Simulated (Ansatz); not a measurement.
**CoTe: computed property card**

CoTe:
```yaml
crystal:
  lattice:
    - [3.81846, 0.00000, 0.00000]
    - [-1.90923, 3.30688, 0.00000]
    - [0.00000, 0.00000, 5.15825]
  atoms:
    - { symbol: Co, position: [0.00000, 0.00000, 0.50000] }
    - { symbol: Co, position: [0.00000, 0.00000, 0.00000] }
    - { symbol: Te, position: [0.66667, 0.33333, 0.75000] }
    - { symbol: Te, position: [0.33333, 0.66667, 0.25000] }
```

Space group P6_3/mmc (No. 194), NiAs type; conventional cell a = b = 3.8185 Å, c = 5.1582 Å, α = β = 90.00°, γ = 120.00°.

Method: LDA (plane waves, PAW; program Ansatz). Structure relaxed to zero pressure with the same functional. Other levels are named where they apply.

**Cell and energy**

Volume per atom: 16.28 Å³
Density: 9.51 g/cm³
Formation energy from the elements (no fitted shifts): -0.15 eV/atom

**Electronic structure**

- Electronic character: metallic (no gap)
- Density of states at the Fermi level: 0.70 states/eV per atom (mean over ±0.08 eV)

**Mechanics**

- Bulk modulus (Birch–Murnaghan fit) = 146 GPa
- Pressure derivative B′ = 4.8
- Elastic constants (relaxed ions, GPa) = C11 = 234, C12 = 107, C13 = 96.4, C33 = 239, C44 = 57.7
- Mechanical stability = stable (all eigenvalues of C positive)
- Hill bulk and shear moduli = 145 and 62.8 GPa
- Young's modulus = 165 GPa
- Poisson's ratio = 0.31
- Debye temperature from the elastic constants = 338 K

**Phonons**

Highest zone-centre frequency: 247 cm⁻¹
Zone-centre stability: no imaginary mode at Γ

The workflow started from a Materials Project entry (that database holds measured and hypothetical structures alike); the Crystallography Open Database files this formula in space group No. 194, but the cells were not matched. Its standing as an ambient phase is unchecked. The LDA relaxation kept the symmetry of its start. The run is not spin-polarised. As this level gives no gap, shear constants depend on the k-mesh and smearing (Fermi–Dirac, 0.1 eV here). As this level gives no gap, phonon frequencies hold no LO–TO term and depend on the k-mesh and smearing (Fermi–Dirac, 0.1 eV here). The references are the lowest solids computed at this level, not always the standard phases. Scalar-relativistic: spin–orbit coupling is off unless named, which matters more the heavier the elements.

Potentials: the later of the program's two PAW sets.
